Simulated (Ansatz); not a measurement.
Tl2InGaF6 in space group Fm-3m (No. 225; Tl on 8c, In on 4a, Ga on 4b, F on 24e), plane-wave PAW r²SCAN+D4 (Ansatz code). The conduction-band minimum lies at W, with 6 equivalent valleys. Second derivatives d²E/dk² of the lowest band at one valley (eV·Å²), along Cartesian directions:

```
direction  d²E/dk²
---------  -------
[100]        13.48
[010]        15.36
[001]        13.48
[110]        14.41
[101]        13.48
[011]        14.41
```

Q: Find the principal effective masses, the density-of-states mass and the conductivity mass.

A: Off-diagonal terms follow from H_xy = H[110] − (H_xx + H_yy)/2, and m*/mₑ = 7.620 eV·Å² over each eigenvalue: 0.50, 0.57, 0.57. One valley's DOS mass (m₁m₂m₃)^(1/3) = 0.54, conductivity mass 3/(Σ 1/mᵢ) = 0.54 mₑ.

Q: What effective density of states Nc follows at 300 K for parabolic valleys?

A: Nc = 2.509e19 × 6 × (0.54)^(3/2) ≈ 6.0e19 cm⁻³.

The workflow started from a Materials Project entry (that database holds measured and hypothetical structures alike); the Crystallography Open Database copy checked does not list it. Its standing as an ambient phase is unchecked. Symmetry was held in the r²SCAN+D4 relaxation; its stability against distortions is not shown here. Spin–orbit coupling is left out wherever it is not named.

Potentials: the later of the program's two PAW sets.

Edges and masses are those of Kohn–Sham bands, whose gap is no quasiparticle gap.
